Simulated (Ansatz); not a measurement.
A geometry of LaSnIr away from equilibrium: step 2 of the relaxation of a relaxed LaSnIr cell, doubled along one cell vector, shaken by Gaussian noise of σ = 0.08 Å a coordinate. Calculation: r2SCAN (plane waves to 500 eV, PAW, scalar-relativistic; Ansatz, a quantum-chemistry and plane-wave program). Γ-centred k-mesh 8×8×4 on the run's cell (coarser than for final values), Fermi–Dirac smearing 0.05 eV.

```xyz
6
Lattice="4.5329 -0.0223 0.0041 -2.2858 4.0470 -0.0024 0.0073 -0.0006 8.1995" Properties=species:S:1:pos:R:3 pbc="T T T"
La     0.0140    -0.1034     0.0602
La     0.0367    -0.1066     4.1109
Sn     2.3664     1.2926     2.1135
Sn     2.3597     1.2613     6.2012
Ir     0.0738     2.6616     2.1159
Ir     0.0378     2.6412     6.0929
```

Give the Cartesian forces on all atoms (eV/Å).


```json
[
 {"atom": "La1", "Fx": "0.21", "Fy": "-0.07", "Fz": "-0.09"},
 {"atom": "La2", "Fx": "0.20", "Fy": "-0.02", "Fz": "0.25"},
 {"atom": "Sn3", "Fx": "-0.53", "Fy": "-0.29", "Fz": "-0.23"},
 {"atom": "Sn4", "Fx": "-0.68", "Fy": "-0.11", "Fz": "-0.05"},
 {"atom": "Ir5", "Fx": "0.29", "Fy": "0.26", "Fz": "0.09"},
 {"atom": "Ir6", "Fx": "0.49", "Fy": "0.22", "Fz": "0.04"}
]
```

What is the pressure?

0.0 GPa, compression positive.

How much energy per atom can still be gained by relaxing?

0.05 eV/atom; the path ends in Amm2 (No. 38).

No spin polarisation in the result.

The end of the path is a generated cell of LaSnIr: the first start was made by placing the elements on the sites of a structure type, and the end was not matched to a known phase here, so it may be hypothetical.
